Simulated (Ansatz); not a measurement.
## Cs (Fm-3m), stationary points along a deformation path

Level of theory: Ansatz, DFT LDA, scalar-relativistic, plane waves, PAW. The runs took a 420 eV cutoff, a Γ-centred 12×12×12 mesh and Gaussian smearing (0.15 eV). No spin polarisation. Energies are free energies at this smearing, counted from the undisturbed cell; pressure is positive in compression.

The starting cell (as given, not relaxed at this level; it stands at -0.4 GPa; this fcc form isn't the usual structure):

```xyz
1
Lattice="0.0000 3.9483 3.9483 3.9483 0.0000 3.9483 3.9483 3.9483 0.0000" Properties=species:S:1:pos:R:3 pbc="T T T"
Cs    0.0000    0.0000    0.0000
```

At fixed volume and fractional coordinates, lengths along (0.577, 0.577, 0.577) are scaled against those across it; ρ is that ratio over its starting value. V = 123.104 Å³/atom. Δσ is the stress along the axis less the mean stress across it (compression positive).

```csv
ρ,ΔE (meV/atom),Δσ (GPa),space group
0.500,75.9,0.00,Pm-3m
0.600,64.4,0.23,R-3m
0.710,39.0,0.33,R-3m
1.000,0.0,0.00,Fm-3m
1.410,63.8,-0.77,R-3m
2.000,275.8,-1.51,R-3m
```

Q: How does the stress give the slope of the energy, and where is the energy stationary?

A: Along the path d ln(length) is 2/3 d ln ρ on the axis and −1/3 d ln ρ across it, so dE/d ln ρ = −(2/3) V Δσ: the energy falls with ρ where Δσ is positive. Δσ vanishes or changes sign at ρ = 0.500 (Pm-3m, an end of the scan), at 75.9 meV/atom; at ρ = 1.000 (Fm-3m), a minimum at 0.0 meV/atom. Pairs of stationary points between two samples would go unseen, and could change a minimum read from distant neighbours into a maximum. At ρ = 0.500, 1.000 the cell is cubic, where symmetry alone makes the stress isotropic and the slope zero.

In a metal these slopes depend on the k mesh and the smearing.